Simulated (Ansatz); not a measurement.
Relaxation of a relaxed Zr cell displaced along its unstable phonon at q = (½, 0, 0) of its primitive reciprocal cell (101i cm⁻¹), largest move 0.15 Å; 2 atoms in the cell, which starts as Pmma (No. 51), oP2; a = 5.7268 Å, b = c = 2.8634 Å, α = β = γ = 90.00°. Computed with PBEsol (plane waves to 420 eV, PAW, scalar-relativistic; Ansatz, a program for electronic structure). Γ-centred k-mesh 6×11×11 on the run's cell (coarser than for final values), Fermi–Dirac smearing 0.05 eV. This is the first round of the run. 

The optimiser's lines from the output (shortened; P is positive under compression):

```
relax step   1: F+E_penalty+E_count = -8255.66254459 eV  Δ(F+E_penalty+E_count) = +0.000e0 eV  max|allowed force component| = 5.006e-1 eV/Å  Δτ_max = 0.0000 Å  P = -0.408 GPa  Ω = 46.954 Å³  (6 SCF iters, dr2 threshold 1.00e-7 eV, accepted)
relax step   2: F+E_penalty+E_count = -8255.95433539 eV  Δ(F+E_penalty+E_count) = -2.918e-1 eV  max|allowed force component| = 8.309e-1 eV/Å  Δτ_max = 0.1948 Å  P = -0.700 GPa  Ω = 46.442 Å³  (6 SCF iters, dr2 threshold 2.00e-7 eV, accepted)
relax step   3: F+E_penalty+E_count = -8256.32645782 eV  Δ(F+E_penalty+E_count) = -3.721e-1 eV  max|allowed force component| = 7.767e-1 eV/Å  Δτ_max = 0.1949 Å  P = -0.317 GPa  Ω = 45.760 Å³  (6 SCF iters, dr2 threshold 2.00e-7 eV, accepted)
relax step   4: F+E_penalty+E_count = -8256.57168825 eV  Δ(F+E_penalty+E_count) = -2.452e-1 eV  max|allowed force component| = 1.061e-1 eV/Å  Δτ_max = 0.1944 Å  P = +0.650 GPa  Ω = 45.113 Å³  (6 SCF iters, dr2 threshold 2.00e-7 eV, accepted)
relax step   5: F+E_penalty+E_count = -8256.61382855 eV  Δ(F+E_penalty+E_count) = -4.214e-2 eV  max|allowed force component| = 1.347e-1 eV/Å  Δτ_max = 0.0067 Å  P = +0.786 GPa  Ω = 45.121 Å³  (6 SCF iters, dr2 threshold 2.00e-7 eV, accepted)
relax step   6: F+E_penalty+E_count = -8256.61960288 eV  Δ(F+E_penalty+E_count) = -5.774e-3 eV  max|allowed force component| = 1.088e-2 eV/Å  Δτ_max = 0.0270 Å  P = -0.402 GPa  Ω = 45.757 Å³  (5 SCF iters, dr2 threshold 2.00e-7 eV, accepted)
relax step   7: F+E_penalty+E_count = -8256.61999483 eV  Δ(F+E_penalty+E_count) = -3.919e-4 eV  max|allowed force component| = 9.788e-4 eV/Å  Δτ_max = 0.0018 Å  P = +0.000 GPa  Ω = 45.566 Å³  (4 SCF iters, dr2 threshold 2.00e-7 eV, accepted)
relax step   8: F+E_penalty+E_count = -8256.61999931 eV  Δ(F+E_penalty+E_count) = -4.479e-6 eV  max|allowed force component| = 1.270e-4 eV/Å  Δτ_max = 0.0002 Å  P = +0.002 GPa  Ω = 45.562 Å³  (4 SCF iters, dr2 threshold 7.07e-9 eV, accepted)
relax step   9: F+E_penalty+E_count = -8256.61997495 eV  Δ(F+E_penalty+E_count) = +2.436e-5 eV  max|allowed force component| = 1.269e-4 eV/Å  Δτ_max = 0.0000 Å  P = +0.002 GPa  Ω = 45.562 Å³  stress off target by 5.65e-3 GPa  SCF on the basis re-selected at this cell (its energy is not comparable with the rows above)  (5 SCF iters)
```

From the first to the last row the energy changes by -0.48 eV/atom and the volume by -3.0 %. The last row is marked as not comparable with the walk above it, whose basis was carried along; it does compare with step 1, since both stand on a basis selected at the nominal cutoff for their own cell.

Later rounds, restarted from the end of this one on a renewed k-mesh, logged 4 more steps and released under 0.01 eV/atom more. The final structure after all rounds: P6/mmm (No. 191), hP1, AFLOW prototype A_hP1_191_a (A_f, as in Sn); a = b = 2.973 Å, c = 2.979 Å, α = β = 90.00°, γ = 120.00°. Between re-selections the logged energies stand on a plane-wave basis carried along with the cell. No spin polarisation in the result.

The run could not lose the symmetry of its start: the end is stationary, and may be a saddle point rather than a minimum.

The relaxed structure here is a generated cell of Zr: the first start was made by placing the elements on the sites of a structure type, and the end was not matched to a known phase here, so it may be hypothetical. Known forms of Zr include space group No. 194.
